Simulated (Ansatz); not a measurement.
Polymorphs of AlPd, each relaxed with DFT-PBE in the program Ansatz with PAW potentials:

A: Cmcm
a = 2.827 Å, b = 10.086 Å, c = 4.257 Å, α = 90.00°, β = 90.00°, γ = 90.00°

```json
[
 {"atom": "Al", "site": "4c", "symmetry": "m2m", "x": "0.0000", "y": "0.3480", "z": "0.2500"},
 {"atom": "Pd", "site": "4c", "symmetry": "m2m", "x": "0.0000", "y": "0.0911", "z": "0.2500"}
]
```

B: rock salt (Fm-3m)
a = b = c = 5.130 Å, α = β = γ = 90.00°

| atom | site | symmetry | x | y | z |
|---|---|---|---|---|---|
| Pd | 4a | m-3m | 0.0000 | 0.0000 | 0.0000 |
| Al | 4b | m-3m | 0.5000 | 0.5000 | 0.5000 |

Q: Put the candidates in order of energy per atom at 0 K, lowest first, for PBE.

A: A (+0 meV/atom), B (+295 meV/atom)

Typed or built starts, not in the databases checked: A; B. All cells were relaxed under the symmetry of their starts (and spin orders); stability against distortions was not tested throughout. Rows with no word on spin ran without spin polarisation. Scalar-relativistic: spin–orbit coupling is off unless named, which matters more the heavier the elements.

Energies hold the estimated change up to a 700 eV cutoff; steps of a few meV lie near the error of the meshes.

Potentials: the earlier of the program's two PAW sets.
